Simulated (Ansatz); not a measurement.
# HfMg₂C₂: start and end of a relaxation

The cell of HfMg₂C₂ is invented: ordered mixture with vacancies on the cation sites of antifluorite (P-4m2, No. 115) (occupants of the shared sites, in ratio, Mg: 2, Hf: 1, vacant: 1). The dimensions are guesses.

start.cif

```cif
data_structure
_symmetry_space_group_name_H-M 'P 1'
_symmetry_Int_Tables_number 1
_cell_length_a 4.3802
_cell_length_b 4.3802
_cell_length_c 6.1945
_cell_angle_alpha 90.000
_cell_angle_beta 90.000
_cell_angle_gamma 90.000
_cell_volume 118.85
loop_
_atom_site_label
_atom_site_type_symbol
_atom_site_fract_x
_atom_site_fract_y
_atom_site_fract_z
_atom_site_occupancy
Mg1 Mg 0.00000 0.00000 0.00000 1
Mg2 Mg 0.50000 0.50000 0.00000 1
Hf1 Hf 0.50000 0.50000 0.50000 1
C1 C 0.50000 0.00000 0.75000 1
C2 C 0.00000 0.50000 0.25000 1
```

Computed with DFT PBE, scalar-relativistic, plane waves, PAW (Ansatz 0.2.0). Cutoff 420 eV, Gaussian smearing, Γ-centred meshes. Cell and atoms relax first on a coarse mesh and then on a converged one. In between, the cell is made exact in the group found at 0.06 Å. The steps can't lower the symmetry of their start. No spin polarisation.

end.cif

```cif
data_structure
_symmetry_space_group_name_H-M 'P 1'
_symmetry_Int_Tables_number 1
_cell_length_a 3.6598
_cell_length_b 3.6598
_cell_length_c 5.4859
_cell_angle_alpha 90.000
_cell_angle_beta 90.000
_cell_angle_gamma 90.000
_cell_volume 73.48
loop_
_atom_site_label
_atom_site_type_symbol
_atom_site_fract_x
_atom_site_fract_y
_atom_site_fract_z
_atom_site_occupancy
Mg1 Mg 0.00000 0.00000 0.00000 1
Mg2 Mg 0.50000 0.50000 0.00000 1
Hf1 Hf 0.50000 0.50000 0.50000 1
C1 C 0.50000 0.00000 0.74842 1
C2 C 0.00000 0.50000 0.25158 1
```

The symmetry stays P-4m2 (No. 115). The volume per atom shrinks by 38.2 %, from 23.8 to 14.7 Å³. The shortest distance goes from 2.68 Å (Hf–C and Mg–C) to 2.28 Å (Hf–C). The energy falls by about 0.93 eV/atom (the start's value is from the coarse mesh).

```json
{
 "Volume per atom": "14.70 Å³",
 "Density": "5.68 g/cm³",
 "Energy over the elements": "+0.242 eV/atom",
 "Gap on the 10×10×8 mesh of the 5-atom cell": "0.46 eV"
}
```

Energies over the elements count from the elements' standard structures at the same level, with no fitted energy shifts. A positive value: parting into the elements would lower its energy.

The last run used Gaussian smearing of 0.02 eV. These runs have no spin–orbit coupling, which can matter for Hf. Kohn–Sham gaps at this level usually fall short of measured ones. The reference form of C is held partly by dispersion forces, which this level lacks. Symmetry constrained the relaxation, so the result can be a saddle point. In all, the 4 runs took 2.6 min on 1 thread of Intel(R) Xeon(R) Processor @ 2.70GHz, on a shared host.
